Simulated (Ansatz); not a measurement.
## Two states of K4Mn2O

```yaml
crystal:
  lattice:
    - [0.00000, 4.77827, 0.00000]
    - [4.77827, 0.00000, 0.00000]
    - [2.38913, 2.38913, -7.67448]
  atoms:
    - { symbol: K, position: [0.50000, 0.00000, 0.00000] }
    - { symbol: K, position: [0.00000, 0.50000, 0.00000] }
    - { symbol: K, position: [0.15530, 0.15530, 0.68940] }
    - { symbol: K, position: [0.84470, 0.84470, 0.31060] }
    - { symbol: O, position: [0.00000, 0.00000, 0.00000] }
    - { symbol: Mn, position: [0.35390, 0.35390, 0.29220] }
    - { symbol: Mn, position: [0.64610, 0.64610, 0.70780] }
```

Level: r2SCAN; 500 eV; 5×5×5 Γ-centred mesh; fermi-dirac occupations (width 0.1 eV); Ansatz 0.2.0, fixed geometry.

State A: Mn6 up, Mn7 down (collinear spin). State B: Mn6 up, Mn7 up (collinear spin).

Which state is lower, and how do they differ?

State B is lower by 24.6 meV an atom at zero smearing; in free energy at this smearing B lies -22.3 meV an atom from A.

| state | free energy (meV/atom) | largest moment in a small sphere (μB) | net moment (μB/cell) | gap on mesh (eV) | pressure (GPa) | largest force (eV/Å) |
| --- | --- | --- | --- | --- | --- | --- |
| A | 22.3 | 4.46 | 0.01 | metal | 10.3 | 0.46 |
| B | 0.0 | 4.45 | 8.36 | metal | 10.2 | 0.40 |

Origin: a known structure type with other elements, at an estimated volume, so it need not be a known compound. Caveats: semilocal functionals often miss the gap of such magnets; atoms or cell far from equilibrium.
